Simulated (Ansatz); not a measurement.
# Y₂LuN₃: phonons across the zone

Theory: Ansatz, DFT PBE, scalar-relativistic, plane waves, PAW. Cutoff 420 eV, 12×12×4 k-points (Γ-centred), Gaussian smearing of 0.01 eV. No spin polarisation. Phonons by linear response, acoustic sum rule imposed.

Relaxed structure:
```yaml
crystal:
  lattice:
    - [3.43518, 0.00000, 0.00000]
    - [-1.71759, 2.97495, 0.00000]
    - [0.00000, 0.00000, 8.41616]
  atoms:
    - { symbol: Y, position: [0.33333, 0.66667, 0.66903] }
    - { symbol: Y, position: [0.66667, 0.33333, 0.33097] }
    - { symbol: Lu, position: [0.00000, 0.00000, 0.00000] }
    - { symbol: N, position: [0.33333, 0.66667, 0.16176] }
    - { symbol: N, position: [0.66667, 0.33333, 0.83824] }
    - { symbol: N, position: [0.00000, 0.00000, 0.50000] }
```

The cell was found from a structure generator's guess, not taken from experiment. Some empty bands missed the eigensolver's threshold. The q mesh is coarse, so values between its points are rough.

Force constants from linear response on a 3×3×1 q mesh.

Task: Is the structure dynamically stable on the q mesh?

Result: Yes, on this mesh: no mode is imaginary. Between the mesh points the interpolation dips to 20i cm⁻¹.

Task: Give the frequencies (cm⁻¹) at the zone-boundary points of high symmetry (interpolated where a point lies off the q mesh).

Result:
```json
{"point": "M", "q": "0.500 0.000 0.000", "frequencies": "97 116 140 146 156 158 196 249 284 297 314 364 367 391 397 449 562 564"}
{"point": "K", "q": "0.333 0.333 0.000", "frequencies": "116 128 128 176 176 199 229 229 246 366 368 368 400 410 410 483 484 484"}
{"point": "A", "q": "0.000 0.000 0.500", "frequencies": "21 58 58 68 68 122 130 130 244 244 255 255 284 359 378 392 392 621"}
{"point": "L", "q": "0.500 0.000 0.500", "frequencies": "96 111 147 152 157 177 178 227 298 319 324 367 374 385 389 469 473 611"}
{"point": "H", "q": "0.333 0.333 0.500", "frequencies": "120 136 136 168 168 194 230 230 248 373 380 380 392 397 397 484 486 486"}
```
